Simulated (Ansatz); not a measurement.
PbS in space group Pnma (No. 62; Pb on 4c, S on 4c), plane-wave PAW r²SCAN+D4 (Ansatz code), all energies at zero smearing, with the estimated change up to a 700 eV cutoff added, with one set of potentials and settings (totals compare only within such a set). Cell of 8 atoms (4 Pb, 4 S): -51321.195 eV.

```
element             reference phase  E (eV/atom)
-------  --------------------------  -----------
Pb       Fm-3m, 1 atoms in the cell  -11923.0513
S        P2/c, 32 atoms in the cell    -905.9097
```

Formation energy per atom, worked out: (-51321.195 − 4×(-11923.0513) − 4×(-905.9097))/8 = -0.669 eV/atom (-65 kJ per mol of atoms), at 0 K, without zero-point energy or fitted corrections.

The first step of the workflow began from a Materials Project structure, measured or hypothetical; the Crystallography Open Database copy checked does not list it. It is not the phase usual at ambient conditions (space group No. 225). The cell was relaxed with r²SCAN+D4 under the symmetry of its start; of distortions, only those at the zone centre were tested. The references are the lowest solids computed at this level, not always the standard phases. Scalar-relativistic: spin–orbit coupling is off unless named, which matters more the heavier the elements.

Potentials: the earlier of the program's two PAW sets.
